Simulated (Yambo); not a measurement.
Given:

```xyz
10
Lattice="0.0000 4.0146 4.0146 4.0146 0.0000 4.0146 4.0146 4.0146 0.0000" Properties=species:S:1:pos:R:3 pbc="T T T"
O      4.0146     6.0807     4.0146
O      4.0146     1.9485     4.0146
O      1.9485     4.0146     4.0146
O      6.0807     4.0146     4.0146
O      4.0146     4.0146     6.0807
O      4.0146     4.0146     1.9485
Mg     4.0146     4.0146     4.0146
Sr     2.0073     2.0073     2.0073
Sr     6.0220     6.0220     6.0220
W      0.0000     0.0000     0.0000
```

Workflow: norm-conserving PBEsol (Quantum ESPRESSO, 84 Ry, no spin-orbit coupling), then G0W0 in Yambo (2×2×2 Γ-centred k mesh, bands 3 to 203 and a 7 Ry block in the screening, 203 bands in G with the Bruneval-Gonze terminator, plasmon pole fitted at 27.2 eV).

Q: Give the PBEsol and G0W0 gaps between the band edges found on this mesh, and say where the edges lie.

A: Edges: Γ → X. PBEsol: 2.71 eV; G0W0: 4.58 eV. Nearest settings tried, and what they do to the gap: 135 bands in G: +4 meV; 135 bands in W, 135 bands in G: +52 meV; 3 Ry block (89 vectors against 307): +106 meV. Not varied: mesh. So the settings aren't converged at that level. The k mesh is coarse. Spin-orbit coupling is left out, which matters for elements this heavy: edges can move by tenths of an eV.

Geometry of the Materials Project entry, not relaxed at this level.

The structure is a Materials Project entry; no match was found in the copy of COD used, and its stability was not checked.
